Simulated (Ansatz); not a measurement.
Here is the system:

CuI:
```
CuI
1.0
    4.16198     0.00000     0.00000
   -2.08099     3.60438     0.00000
    0.00000     0.00000     9.51405
Cu I
3 3
Direct
  0.49991   0.00000   0.33333
  0.00000   0.49991   0.66667
  0.50009   0.50009   0.00000
  0.49998   0.00000   0.83333
  0.00000   0.49998   0.16667
  0.50002   0.50002   0.50000
```

This is the PBEsol-relaxed structure.

Question: All from PBEsol in the plane-wave PAW code Ansatz, unless another level is named. Predict the hole effective mass.

Answer: 0.34, 0.34, 0.61 mₑ (principal values).

Question: Predict the band gap.

Answer: 0.65 eV (indirect).

Question: Predict the weight of the conduction-edge state by species (Voronoi cells).

Answer: Cu 67 %, I 33 %.

Space group P6_422. The start of the workflow was typed in or built on a structure type; neither database checked (COD, Materials Project) lists it. It is not the phase usual at ambient conditions (space group No. 216). The cell was relaxed with PBEsol under the symmetry of its start; whether a distortion lowers the energy is not shown. The workflow began spin-polarised and lost its moments. Spin–orbit coupling is left out wherever it is not named.

Potentials: the later of the program's two PAW sets.
